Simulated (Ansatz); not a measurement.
The cell below belongs to a search over invented structures; it isn't taken from experiment.

Input and command of a plane-wave DFT calculation in Ansatz:

```yaml
crystal:
  lattice:
    - [3.1540689278, 0.0, 0.0]
    - [0.0, 3.1540689278, 0.0]
    - [0.0, 0.0, 20.5316207178]
  atoms:
    - { symbol: Mg, position: [0.5, 0.0, 0.1546024882] }
    - { symbol: Mg, position: [0.5, 0.0, 0.7436736318] }
    - { symbol: Mg, position: [0.5, 0.0, 0.9486228716] }
    - { symbol: Mg, position: [0.0, 0.5, 0.8453975118] }
    - { symbol: Mg, position: [0.0, 0.5, 0.2563263682] }
    - { symbol: Mg, position: [0.0, 0.5, 0.0513771284] }
    - { symbol: Sn, position: [0.5, 0.0, 0.3888839024] }
    - { symbol: Sn, position: [0.0, 0.5, 0.6111160976] }
    - { symbol: O, position: [0.5, 0.0, 0.0515049491] }
    - { symbol: O, position: [0.5, 0.0, 0.2588190208] }
    - { symbol: O, position: [0.5, 0.0, 0.6448591642] }
    - { symbol: O, position: [0.5, 0.0, 0.845899621] }
    - { symbol: O, position: [0.0, 0.5, 0.9484950509] }
    - { symbol: O, position: [0.0, 0.5, 0.3551408358] }
    - { symbol: O, position: [0.0, 0.5, 0.154100379] }
    - { symbol: O, position: [0.0, 0.5, 0.7411809792] }
basis:
  ecutwfc: 420
kpoints:
  mp_grid: { grid: [10, 10, 2] }
hamiltonian:
  xc: pbe
scf:
  occupations: { method: gaussian, width: 0.02 }
output:
  forces: true
  stress: true
  eigenvalues: true
relax:
  adjacent_minimum: "off"
  f_tol: 0.01
  max_steps: 30
  cell: { stress_tol: 0.1, fix: [volume] }
```

```bash
ansatz run input.yaml --threads 1 --pin off --max-ram 2560MiB --backend cpu --events-out ev --progress --plain --runs-dir out
```

Processor: Intel(R) Xeon(R) Gold 6455B (Sapphire Rapids), 1 thread, on a host shared with other jobs.

Question: How long does it run, and how much memory does it take?

Answer: About 4.9 min, peak memory 0.84 GiB. It solves 84 bands at 42 k points (after reduction by symmetry) with about 4007 plane waves, in 64 SCF iterations over 9 ionic steps.
